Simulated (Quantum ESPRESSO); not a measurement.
# W2Ru5Re: input and log of a self-consistent run

Simulated, not a measurement. The program is pw.x of Quantum ESPRESSO 7.5 (plane-wave density functional theory). The cell is made up: eight metal atoms on a face-centred cubic lattice, with elements, volume, strain and displacements drawn at random and not relaxed, so it may be unstable or far from any real phase. PseudoDojo standard norm-conserving files set the functional (PBE unless stated); there is no spin polarisation or spin-orbit coupling, the Fermi-Dirac width of 0.25 eV means electrons at about 2900 K, and the masses in the input are unused placeholders. Heavy elements are run without spin-orbit coupling, which real alloys of them have. A spin test at this wide smearing found no moment, but such smearing suppresses magnetism that the real alloy may have.

Input:

```
&control calculation='scf', pseudo_dir='./dojo.nc.sr.pbe.v0_5.standard.upf', outdir='./o', disk_io='minimal', tprnfor=.true., tstress=.true. /
&system ibrav=0, nat=8, ntyp=3, nbnd=80, ecutwfc=84.00895049, nosym=.true., tot_charge=0,
 occupations='smearing', smearing='fd', degauss=0.0183746611
/
&electrons conv_thr=1.470e-08, electron_maxstep=70, mixing_beta=0.5 /
ATOMIC_SPECIES
Re 1.0 Re.upf
Ru 1.0 Ru.upf
W 1.0 W.upf
CELL_PARAMETERS angstrom
0.0 0.0 -3.9316
-3.9316 0.0 0.0
1.9658 7.8633 1.9658
ATOMIC_POSITIONS angstrom
W -0.0083 -0.1231 -0.0868
Ru -1.9526 1.8608 0.0093
Re 0.0101 3.9381 -0.0415
W -1.9245 5.9617 0.0891
Ru -2.0603 0.1098 -2.0007
Ru 0.0115 2.0109 -1.9309
Ru -2.0166 3.8522 -1.991
Ru -0.1255 5.9557 -1.8622
K_POINTS automatic
6 6 3 1 1 1
```

The log is shortened where brackets say so; the opening notice, blank lines, dates and the lines on written files are dropped, and the path of the files is cut. It prints rydbergs, bohrs and kilobars, and counts compression as positive stress. Its total energy is the free energy E - TS of the whole cell.

```
     Program PWSCF v.7.5
     Parallel version (MPI & OpenMP), running on       4 processor cores
     Number of MPI processes:                 4
     Threads/MPI process:                     1
     [start-up lines left out]
     bravais-lattice index     =            0
     lattice parameter (alat)  =       7.4296  a.u.
     unit-cell volume          =     820.2384 (a.u.)^3
     number of atoms/cell      =            8
     number of atomic types    =            3
     number of electrons       =       123.00
     number of Kohn-Sham states=           80
     kinetic-energy cutoff     =      84.0090  Ry
     charge density cutoff     =     336.0358  Ry
     scf convergence threshold =      1.5E-08
     mixing beta               =       0.5000
     number of iterations used =            8  plain     mixing
     Exchange-correlation= PBE
                           (   1   4   3   4   0   0   0)
     [axes and pseudopotential details left out]
   Cartesian axes
     site n.     atom                  positions (alat units)
         1        W      tau(   1) = (  -0.0021111  -0.0313104  -0.0220775  )
         2        Ru     tau(   2) = (  -0.4966426   0.4732933   0.0023654  )
         3        Re     tau(   3) = (   0.0025689   1.0016533  -0.0105555  )
         4        W      tau(   4) = (  -0.4894954   1.5163547   0.0226625  )
         5        Ru     tau(   5) = (  -0.5240360   0.0279276  -0.5088768  )
         6        Ru     tau(   6) = (   0.0029250   0.5114712  -0.4911232  )
         7        Ru     tau(   7) = (  -0.5129209   0.9798047  -0.5064096  )
         8        Ru     tau(   8) = (  -0.0319208   1.5148286  -0.4736494  )
     number of k points=    54  Fermi-Dirac smearing, width (Ry)=  0.0184
                       cart. coord. in units 2pi/alat
        k(    1) = (  -0.0833333   0.1249984  -0.0833333), wk =   0.0370370
        k(    2) = (  -0.0833333  -0.2083307  -0.0833333), wk =   0.0370370
     [further k points left out]
     Dense  grid:    85243 G-vectors     FFT dimensions: (  45,  45,  96)
     Estimated max dynamical RAM per process >     343.62 MB
     Estimated total dynamical RAM >       1.28 GB
     Initial potential from superposition of free atoms
     starting charge     122.9948, renormalised to     123.0000
     Starting wfcs are   80 randomized atomic wfcs
     total cpu time spent up to now is        9.1 secs
     per-process dynamical memory:   274.5 Mb
     Self-consistent Calculation
     iteration #  1     ecut=    84.01 Ry     beta= 0.50
     Davidson diagonalization with overlap
     ethr =  1.00E-02,  avg # of iterations =  5.1
     total cpu time spent up to now is       34.8 secs
     total energy              =   -1486.24576921 Ry
     estimated scf accuracy    <       2.86286556 Ry
     iteration #  2     ecut=    84.01 Ry     beta= 0.50
     Davidson diagonalization with overlap
     ethr =  2.33E-03,  avg # of iterations =  3.0
     total cpu time spent up to now is       59.8 secs
     total energy              =   -1484.48489241 Ry
     estimated scf accuracy    <      47.67746838 Ry
     iteration #  3     ecut=    84.01 Ry     beta= 0.50
     Davidson diagonalization with overlap
     ethr =  2.33E-03,  avg # of iterations =  3.1
     total cpu time spent up to now is       84.0 secs
     total energy              =   -1487.16110013 Ry
     estimated scf accuracy    <       8.19144261 Ry
     iteration #  4     ecut=    84.01 Ry     beta= 0.50
     Davidson diagonalization with overlap
     ethr =  2.33E-03,  avg # of iterations =  1.5
     total cpu time spent up to now is      103.4 secs
     total energy              =   -1487.67412418 Ry
     estimated scf accuracy    <       0.85528082 Ry
     iteration #  5     ecut=    84.01 Ry     beta= 0.50
     Davidson diagonalization with overlap
     ethr =  6.95E-04,  avg # of iterations =  1.3
     total cpu time spent up to now is      122.6 secs
     total energy              =   -1487.68159995 Ry
     estimated scf accuracy    <       1.07483465 Ry
     [iterations 6 to 15 left out]
     iteration # 16     ecut=    84.01 Ry     beta= 0.50
     Davidson diagonalization with overlap
     ethr =  2.24E-09,  avg # of iterations =  1.2
     total cpu time spent up to now is      339.0 secs
     total energy              =   -1487.77605532 Ry
     estimated scf accuracy    <       0.00000941 Ry
     iteration # 17     ecut=    84.01 Ry     beta= 0.50
     Davidson diagonalization with overlap
     ethr =  2.24E-09,  avg # of iterations =  1.0
     total cpu time spent up to now is      357.9 secs
     total energy              =   -1487.77605567 Ry
     estimated scf accuracy    <       0.00000255 Ry
     iteration # 18     ecut=    84.01 Ry     beta= 0.50
     Davidson diagonalization with overlap
     ethr =  2.07E-09,  avg # of iterations =  1.0
     total cpu time spent up to now is      376.7 secs
     total energy              =   -1487.77605585 Ry
     estimated scf accuracy    <       0.00000005 Ry
     iteration # 19     ecut=    84.01 Ry     beta= 0.50
     Davidson diagonalization with overlap
     ethr =  4.44E-11,  avg # of iterations =  2.0
     total cpu time spent up to now is      399.2 secs
     total energy              =   -1487.77605585 Ry
     estimated scf accuracy    <       0.00000016 Ry
     iteration # 20     ecut=    84.01 Ry     beta= 0.50
     Davidson diagonalization with overlap
     ethr =  4.44E-11,  avg # of iterations =  1.6
     total cpu time spent up to now is      419.1 secs
     End of self-consistent calculation
     [lines on levels left out]
!    total energy              =   -1487.77605585 Ry
     estimated scf accuracy    <       0.00000001 Ry
     smearing contrib. (-TS)   =      -0.13105804 Ry
     internal energy E=F+TS    =   -1487.64499782 Ry
     The total energy is F=E-TS. E is the sum of the following terms:
     one-electron contribution =    -263.50817309 Ry
     hartree contribution      =     212.24343740 Ry
     xc contribution           =    -271.23861467 Ry
     ewald contribution        =   -1165.14164746 Ry
     convergence has been achieved in  20 iterations
     Forces acting on atoms (cartesian axes, Ry/au):
     atom    1 type  3   force =    -0.02883938    0.10205238    0.04747512
     atom    2 type  2   force =    -0.00630658    0.05140576    0.00120413
     atom    3 type  1   force =    -0.00143147   -0.02833018    0.00965241
     atom    4 type  3   force =    -0.02849741   -0.08185331   -0.04492780
     atom    5 type  2   force =     0.02798388   -0.02672369    0.00839769
     atom    6 type  2   force =    -0.01625443    0.00821212   -0.00436385
     atom    7 type  2   force =     0.00769229    0.02226055    0.00079768
     atom    8 type  2   force =     0.04565310   -0.04702363   -0.01823537
     Total force =     0.183614     Total SCF correction =     0.000261
     Computing stress (Cartesian axis) and pressure
          total   stress  (Ry/bohr**3)                   (kbar)     P=      -63.22
  -0.00055453  -0.00004858  -0.00001664          -81.57       -7.15       -2.45
  -0.00004858  -0.00034936   0.00016534           -7.15      -51.39       24.32
  -0.00001664   0.00016534  -0.00038536           -2.45       24.32      -56.69
     init_run     :      8.57s CPU      8.86s WALL (       1 calls)
     electrons    :    401.41s CPU    410.04s WALL (       1 calls)
     forces       :      3.00s CPU      3.01s WALL (       1 calls)
     stress       :     10.69s CPU     10.69s WALL (       1 calls)
     [timing details left out]
     PWSCF        :   7m 3.88s CPU   7m12.90s WALL
     JOB DONE.
```

In other units: free energy -20242.224 eV for the cell, pressure -6.32 GPa, largest force component 2.624 eV/Å in size. The run took 435 s of wall time with four MPI processes on a shared machine (Intel Xeon, older, virtual cores), so the time is rough. A rerun of this cell at a higher cutoff and on a denser mesh moved values by no more than 0.007 eV in energy, 0.05 GPa in stress and 0.018 eV/Å in force, and a second program with other atomic files agreed on that cell to 2 % rms in force and 0.5 GPa in pressure.